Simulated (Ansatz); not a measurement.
**Data sheet: MgAl$_{2}$C$_{2}$ (DFT)**

MgAl₂C₂:
```yaml
crystal:
  lattice:
    - [3.37262, 0.00000, 0.00000]
    - [-1.68631, 2.92078, 0.00000]
    - [0.00000, 0.00000, 5.78477]
  atoms:
    - { symbol: Mg, position: [0.00000, 0.00000, 0.00000] }
    - { symbol: Al, position: [0.66667, 0.33333, 0.35053] }
    - { symbol: Al, position: [0.33333, 0.66667, 0.64947] }
    - { symbol: C, position: [0.33333, 0.66667, 0.27034] }
    - { symbol: C, position: [0.66667, 0.33333, 0.72966] }
```

Space group P-3m1 (No. 164); conventional cell a = 3.373 Å, b = 3.373 Å, c = 5.785 Å, α = 90.00°, β = 90.00°, γ = 120.00°.

Method: plane-wave PAW r²SCAN (Ansatz code). Structure relaxed to zero pressure with the same functional. Other levels are named where they apply.

### Cell and energy

- Volume per atom: 11.40 Å³
- Density: 2.98 g/cm³
- Formation energy from the elements (no fitted shifts): -0.19 eV/atom

### Electronic structure

- Band gap: 2.12 eV (indirect)
- Valence-band maximum: on the K–Γ line, 76 % of the way from K
- Conduction-band minimum: off the standard path, at k = (0.000, -0.469, 0.336) in fractions of the reciprocal vectors
- Smallest direct gap on the standard path: 3.40 eV
- Electron effective mass: 0.27, 0.38, 0.51 mₑ (principal values)
- Hole effective mass: 0.27, 0.96, 5.8 mₑ (principal values)
- HSE06 gap on the r²SCAN cell: 2.49 eV

### Mechanics

- Bulk modulus (Birch–Murnaghan fit): 1400 kbar
- Pressure derivative B′: 4.0

The workflow started from a Materials Project entry (that database holds measured and hypothetical structures alike); the Crystallography Open Database copy checked does not list it. Whether it is the stable phase at ambient conditions was not checked. Symmetry was held in the r²SCAN relaxation; whether a distortion lowers the energy is not shown. The references are the lowest solids computed at this level, not always the standard phases.

Potentials: the later of the program's two PAW sets.
